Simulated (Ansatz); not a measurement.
Relaxed-ion elastic tensor of LiCl (rock salt, Fm-3m) in GPa (Voigt order), PBE (plane waves, PAW; program Ansatz); density 2.06 g/cm³, 17.08 Å³ per atom.

```
51.6  21.9  21.9   0.0   0.0   0.0
21.9  51.6  21.9   0.0   0.0   0.0
21.9  21.9  51.6   0.0   0.0   0.0
 0.0   0.0   0.0  24.9   0.0   0.0
 0.0   0.0   0.0   0.0  24.9   0.0
 0.0   0.0   0.0   0.0   0.0  24.9
```

Task: Is the crystal mechanically stable?

Result: Yes: the smallest eigenvalue of C is 24.9 GPa.

Task: Work out the Voigt, Reuss and Hill averages.

Result: K_V = 31.8, K_R = 31.8, K_H = 31.8; G_V = 20.9, G_R = 19.6, G_H = 20.3 GPa.

Task: Give Young's modulus, Poisson's ratio, Pugh's ratio and the universal anisotropy index.

Result: E = 9KG/(3K + G) = 50.1 GPa; ν = 0.24; K/G = 1.57 (brittle by the Pugh limit of 1.75); A_U = 5G_V/G_R + K_V/K_R − 6 = 0.33.

Task: Estimate the sound speeds and the Debye temperature.

Result: v_l = √((K + 4G/3)/ρ) = 5340 m/s, v_t = √(G/ρ) = 3140 m/s, mean 3480 m/s; Θ = (h/k)(3n/4πV)^(1/3) v_m = 402 K.

Task: Give the Zener ratio and Young's modulus along [100], [110] and [111].

Result: A = 2C44/(C11 − C12) = 1.68; 1/E = S11 − 2(S11 − S12 − S44/2)Γ with Γ = 0, 1/4, 1/3 gives 38.6, 52.3, 59.3 GPa.

Symmetry was held in the PBE relaxation; phonons on a q-mesh show no instability.

Potentials: the later of the program's two PAW sets.
